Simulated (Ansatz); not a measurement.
The relaxed structure here is a generated cell of MgTlF3: the first start was made by placing the elements on the sites of a structure type, and the end was not matched to a known phase here, so it may be hypothetical.

The start is a generated trial cell of MgTlF3 in the GdFeO3 structure type. Cell shape, volume and atoms are optimised at zero target pressure with r2SCAN (plane waves to 500 eV, PAW, scalar-relativistic; Ansatz, an electronic-structure program). The first steps use a coarse 3×3×3 k-mesh.

Initial structure:
```yaml
crystal:
  lattice:
    - [5.89572, 0.00000, 0.00000]
    - [0.00000, 8.31885, 0.00000]
    - [0.00000, 0.00000, 5.87604]
  atoms:
    - { symbol: Tl, position: [0.48770, 0.25000, 0.99160] }
    - { symbol: Tl, position: [0.98770, 0.25000, 0.50840] }
    - { symbol: Tl, position: [0.51230, 0.75000, 0.00840] }
    - { symbol: Tl, position: [0.01230, 0.75000, 0.49160] }
    - { symbol: Mg, position: [0.00000, 0.00000, 0.00000] }
    - { symbol: Mg, position: [0.50000, 0.50000, 0.50000] }
    - { symbol: Mg, position: [0.00000, 0.50000, 0.00000] }
    - { symbol: Mg, position: [0.50000, 0.00000, 0.50000] }
    - { symbol: F, position: [0.03130, 0.25000, 0.05860] }
    - { symbol: F, position: [0.53130, 0.25000, 0.44140] }
    - { symbol: F, position: [0.96870, 0.75000, 0.94140] }
    - { symbol: F, position: [0.46870, 0.75000, 0.55860] }
    - { symbol: F, position: [0.28800, 0.53700, 0.21300] }
    - { symbol: F, position: [0.78800, 0.96300, 0.28700] }
    - { symbol: F, position: [0.71200, 0.03700, 0.78700] }
    - { symbol: F, position: [0.21200, 0.46300, 0.71300] }
    - { symbol: F, position: [0.71200, 0.46300, 0.78700] }
    - { symbol: F, position: [0.21200, 0.03700, 0.71300] }
    - { symbol: F, position: [0.28800, 0.96300, 0.21300] }
    - { symbol: F, position: [0.78800, 0.53700, 0.28700] }
```

Task: What pressure does the first self-consistent step give?

Result: -2.1 GPa (negative: the cell is under tension).

Task: What is the largest force in the starting geometry, and on which atom (counted from 1)?

Result: 0.94 eV/Å, on F13, F14, F15, F16, F17, F18, F19, F20 (atoms numbered as listed).

Task: Is the relaxed structure metallic? Give its gap.

Result: 4.65 eV, indirect (valence top at M, conduction bottom at X) (no spin-orbit coupling).

Task: Write out the relaxed structure.

Result: 
Space group Pm-3m (No. 221); a = b = c = 4.0801 Å, α = β = γ = 90.00°

```
atom  site  symmetry       x       y       z
----  ----  --------  ------  ------  ------
Tl      1b      m-3m  0.5000  0.5000  0.5000
Mg      1a      m-3m  0.0000  0.0000  0.0000
F       3d    4/mm.m  0.0000  0.0000  0.5000
```

Final values are on a 7×7×7 k-mesh of the relaxed cell. No spin polarisation in the result.

The run could not lose the symmetry of its start, so the end can be a saddle point.
